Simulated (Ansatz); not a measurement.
Ru (hcp, Mg type)

```xyz
2
Lattice="2.7222 0.0000 0.0000 -1.3611 2.3575 0.0000 0.0000 0.0000 4.2908" Properties=species:S:1:pos:R:3 pbc="T T T"
Ru     0.0000     1.5716     3.2181
Ru     1.3611     0.7858     1.0727
```

In each cell atom 2 (Ru, nearest neighbour Ru at 2.659 Å; its periodic images, 2.7 Å or more away, move with it) moves by s·(0.577, 0.577, 0.577) (along Cartesian [111]), the rest being held.

Computed with PBE (plane waves to 420 eV, PAW, scalar-relativistic; Ansatz, a first-principles code). k mesh 16×16×9 (Γ-centred), Fermi-Dirac smearing 0.05 eV. Energies are smeared free energies. Left out: 4 of 11 points, with atoms too close for the PAW data. With partly filled bands, energies and forces of such displacements shift with the k mesh and the smearing. Ru is run without spin polarisation. Ru was relaxed with its symmetry unable to fall. ΔE is measured from the undisplaced structure. The last digit holds for this mesh only.

| s (Å) | ΔE (meV/cell) |
|---|---|
| -0.480 | 1062.0 |
| -0.320 | 455.6 |
| -0.160 | 113.0 |
| 0.000 | 0.0 |
| 0.160 | 110.0 |
| 0.320 | 443.0 |
| 0.480 | withheld |

**Question.** Fit a polynomial form (powers 2, 3, 4) to the given rows and predict ΔE at s = 0.480.

**Answer.** Least squares on the 6 given rows: ΔE = (4295)·s² + (-201.3)·s³ + (944.2)·s⁴, in meV/cell with s in Å; root-mean-square residual 0.72 meV/cell. At 0.480 the fit gives 1017.4 meV/cell; the calculation gives 1062.8 meV/cell, so the extrapolation is off by -45.4 (-4.3 %). The quadratic term alone would give 989.6 meV/cell.

(A displaced cell: forces are minus the slopes of the energy, force constants its curvatures, and phonons follow from these.)
